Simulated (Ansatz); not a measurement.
Input and command of a plane-wave DFT calculation in Ansatz:

```yaml
crystal:
  lattice:
    - [2.81385, 0.0, 0.0]
    - [0.0, 2.81385, 0.0]
    - [0.0, 0.0, 2.95815]
  atoms:
    - { symbol: Ga, position: [0.0, 0.0, 0.0] }
    - { symbol: Ni, position: [0.5, 0.5, 0.5] }
basis:
  ecutwfc: 500
kpoints:
  mp_grid: { grid: [16, 16, 16] }
hamiltonian:
  xc: r2scan
scf:
  occupations: { method: gaussian, width: 0.15 }
output:
  forces: true
  stress: true
  eigenvalues: true
```

```bash
ansatz run input.yaml --threads 1 --pin off --max-ram 2560MiB --backend cpu --events-out ev --progress --plain --runs-dir out
```

Processor: Intel(R) Xeon(R) 6975P-C (Granite Rapids), 1 thread, on a host shared with other jobs.

Question: Estimate time, memory and problem size.

Answer: About 12 s on 1 thread of Intel(R) Xeon(R) 6975P-C (Granite Rapids) (shared host), peak memory 0.58 GiB. It solves 20 bands at 405 k points (the mesh reduced by symmetry) with about 603 plane waves, in 9 SCF iterations.
